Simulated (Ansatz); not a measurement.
Ansatz input

```yaml
crystal:
  lattice:
    - [2.8397085836, 0.0, 0.0]
    - [-1.4198542918, 2.4592597727, 0.0]
    - [0.0, 0.0, 4.58413827]
  atoms:
    - { symbol: Al, position: [0.3333333333, 0.6666666667, 0.25] }
    - { symbol: Al, position: [0.6666666667, 0.3333333333, 0.75] }
hamiltonian:
  xc: r2scan
  pseudopotentials:
    kind: paw
    azcp:
      Al: "pseudopotentials/Al.paw.azcp"
basis:
  ecutwfc: 500
  fft_grid_basis: typed
kpoints:
  mp_grid: { grid: [7, 7, 4], shift: [0, 0, 0] }
magnetization:
  spin_polarized: false
scf:
  occupations: { method: fermi_dirac, width: 0.1 }
```

and its output:

```
Engine: ansatz 0.2.0, x86_64-unknown-linux-gnu
Pseudopotentials: kind: paw
Pseudopotential: Al, paw, valence charge 3, recommended cutoff 500 eV (meta_gga) 
Functional definition: r2SCAN
  parameter k0 = 0.174
  parameter k1 = 0.065
  parameter a1 = 4.9479
  exchange = r2scan_x(k0 = k0, k1 = k1, a1 = a1)
  correlation = r2scan_c
Crystal: 2 atoms, lattice volume = 32.014 Å³
Basis set: ecut = 500 eV, 785 PW (Γ), exchange–correlation on 96×96×144 points (64 copies of the dense FFT grid, shifted against one another)
Bands: 7, of which v1, the nominal top of the filled ones, is band 3 counted from 1 (2 counted from 0)
Symmetry: 24 space group operations
Space group: P63/mmc (ITA 194), of the structure as read, at distance tolerance 3.2e-5 Å
k-points: 24 of 196
Non-local potential: Al, projectors of the file, l = 0: 2, l = 1: 2, l = 2: 1
PAW form: soft (Blöchl's): semilocal exchange-correlation on the pseudo side does not see the compensation charge
PAW frozen core: Al, regenerated for the run's functional (the file was generated under x = pbe(κ = 0.804, μ = 0.2195149727645171), c = pbe(β = 0.06672455060314922))
PAW one-centre angular grid: Al, 302 points (default); XC on 160 Gauss nodes
Initial density: superposition of atomic densities (neutral atoms: chi_scale 0, normalization atom), corrected by the library's trained network
Initial wavefunctions: pseudopotential atomic-orbital guess
Functional: x = r2scan, c = r2scan; τ floored in thin density (d = 2e-4 eV/Å³)
SCF iter   1: F=—  HF=-1080.750216 eV  |F-HF|=—  |Δ(HF+E_count)|=         —  Δρ=3.14e-3  dr2=3.36e-3  dr2_τ=9.14e-3  ethr=1.77e-3  ⟨swp⟩=5.5  Hψ=1430  notcnv=0
SCF iter   2: F=—  HF=-1080.761424 eV  |F-HF|=—  |Δ(HF+E_count)|=   1.12e-2  Δρ=2.21e-3  dr2=1.67e-3  dr2_τ=4.21e-6  ethr=5.59e-5  ⟨swp⟩=2.0  Hψ=509  notcnv=0  defer=1
SCF iter   3: F=—  HF=-1080.761214 eV  |F-HF|=—  |Δ(HF+E_count)|=   2.09e-4  Δρ=1.14e-3  dr2=4.34e-4  dr2_τ=8.61e-7  ethr=2.78e-5  ⟨swp⟩=1.0  Hψ=165  notcnv=0  defer=1
SCF iter   4: F=—  HF=-1080.761172 eV  |F-HF|=—  |Δ(HF+E_count)|=   4.21e-5  Δρ=3.60e-4  dr2=4.26e-5  dr2_τ=4.96e-8  ethr=7.23e-6  ⟨swp⟩=1.0  Hψ=165  notcnv=0  defer=1
SCF iter   5: F=—  HF=-1080.761170 eV  |F-HF|=—  |Δ(HF+E_count)|=   2.79e-6  Δρ=6.23e-5  dr2=1.24e-6  dr2_τ=1.40e-9  ethr=7.10e-7  ⟨swp⟩=1.0  Hψ=166  notcnv=0  defer=1
SCF iter   6: F=-1080.761170 eV  HF=-1080.761170 eV  |F-HF|=1.83e-10  |Δ(HF+E_count)|=   8.32e-9  Δρ=3.81e-6  dr2=4.58e-9  dr2_τ=6.18e-12  ethr=1.67e-9  ⟨swp⟩=1.0  Hψ=405  notcnv=0
SCF 1 converged in 6 iterations: F = -1080.761170 eV  dr2 = 4.58e-9
SCF converged after 6 iterations
Free energy (F): -1080.761170 eV
Harris-Foulkes:  -1080.761170 eV  (|F-HF|=1.83e-10)
Internal energy: -1080.739010 eV  (E = F + TS)
E sigma→0 (E₀):  -1080.750090 eV
Entropy (-TS):   -0.022159 eV (-11.080 meV/atom)
Fermi energy:    8.350255 eV
--- Per-component energies (eV) ---
  E_band       = 20.983920
  E_kinetic    = 46.775727
  E_local      = 21.416594  (includes V_loc(G=0)·N_el)
  E_nonlocal   = 19.445859
  E_hartree    = 0.227370
  E_xc         = -73.752619
  E_vxc        = -62.764340  (∫ρ·V_xc dr)
  E_paw        = -946.216433  (= ΣΔE_a)
  E_vpaw       = -6.823853  (= ΣTr[D̂ρ^β])
  E_aug_tail   = -0.000002  (compensation charges beyond the density's cutoff)
  E_vtau       = 2.479186  (kinetic-family band-sum trace: ∫τ·v_τ [+ j·A + Jᵃ·Aᵃ] dr)
  E_ewald      = -148.515291
  E_core_change = -0.120216  (= ΣΔE_core)
  E_smearing   = -0.022159  (= −TS)
  E_closure    = -0.000000  (closes the sum)
  Σ components = -1080.761170   (vs F -1080.761170, Δ=0.00e0)
```

Command:

```sh
ansatz run input.yaml --threads 4 --pin off --max-ram 8192MiB --backend cpu --events-out ev --progress --plain --runs-dir out
```

On 4 threads of Intel(R) Xeon(R) Platinum 8259CL CPU @ 2.50GHz (Skylake/Cascade Lake) (shared host) this took about 0.67 s of wall time and 1.8 s of CPU time, with 0.37 GiB at the peak.
